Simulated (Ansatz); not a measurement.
Zr₂Ni in space group I4/mcm (No. 140; Zr on 8h, Ni on 4a) under volume change, LDA (plane waves, PAW; program Ansatz), shape and atoms relaxed at each volume.

```csv
V (Å³/atom),E − E(relaxed) (meV/atom),P (GPa)
15.615,69.9,15.63
16.129,29.5,9.65
16.644,7.0,4.48
17.159,0.0,0.01
17.674,6.3,-3.86
18.188,24.2,-7.20
18.703,52.1,-10.07
```

Question: What does a third-order Birch–Murnaghan fit give for V₀, B₀ and B′?

Answer: V₀ = 17.16 Å³/atom, B₀ = 138 GPa, B′ = 3.9.

The workflow started from a Materials Project entry (that database holds measured and hypothetical structures alike); the Crystallography Open Database files this formula in space group No. 140, but the cells were not matched. Whether it is the stable phase at ambient conditions was not checked. Symmetry was held in the LDA relaxation; of distortions, only those at the zone centre were tested. No spin polarisation was allowed.

Potentials: the later of the program's two PAW sets.
